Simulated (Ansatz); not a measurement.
Level of theory: Ansatz, DFT PBE, scalar-relativistic, plane waves, PAW. Settings of the last relaxation (10-atom cell): 420 eV, 6×6×8 k points, Gaussian smearing of 0.10 eV, no spin polarisation.

Formation energies are uncorrected and count from the elements' standard states at the same level.

Task: Suggest a trial structure for a hexagonal metal that holds Hf and 2 more elements, with a formation energy near −0.44 eV/atom and a density near 11.23 g/cm³, in a cell of 10 atoms.

Result: Hf3SiC, space group P6_3/mmc (No. 194). Around Hf lie 2 C at 2.21 Å, 8 Hf at 3.03–3.17 Å and 4 Si at 3.06–3.15 Å; Si is surrounded by 12 Hf at 3.06–3.15 Å; around C lie 6 Hf at 2.21 Å and 2 C at 2.62 Å.

```cif
data_structure
_symmetry_space_group_name_H-M 'P6_3/mmc'
_symmetry_Int_Tables_number 194
_cell_length_a 6.1264
_cell_length_b 6.1264
_cell_length_c 5.2348
_cell_angle_alpha 90.000
_cell_angle_beta 90.000
_cell_angle_gamma 120.000
_cell_volume 170.16
loop_
_atom_site_label
_atom_site_type_symbol
_atom_site_symmetry_multiplicity
_atom_site_Wyckoff_symbol
_atom_site_fract_x
_atom_site_fract_y
_atom_site_fract_z
_atom_site_occupancy
Hf1 Hf 6 h 0.83161 0.66322 0.75000 1
Si1 Si 2 d 0.33333 0.66667 0.75000 1
C1 C 2 a 0.00000 0.00000 0.00000 1
```

* Volume per atom: 17.02 Å³
* Density: 11.23 g/cm³
* Energy over the elements: −0.44 eV/atom
* Gap on the 6×6×8 mesh of the 10-atom cell: 0 eV (a metal)

The structure comes from a generated guess, relaxed at this level; another structure or a mixture of phases may lie lower. Other answers may fit too; this one was computed.

Spin–orbit coupling, which can matter for Hf, is left out. The reference form of C is held partly by dispersion forces, which this level lacks. Symmetry constrained the relaxation, so the result can be a saddle point.
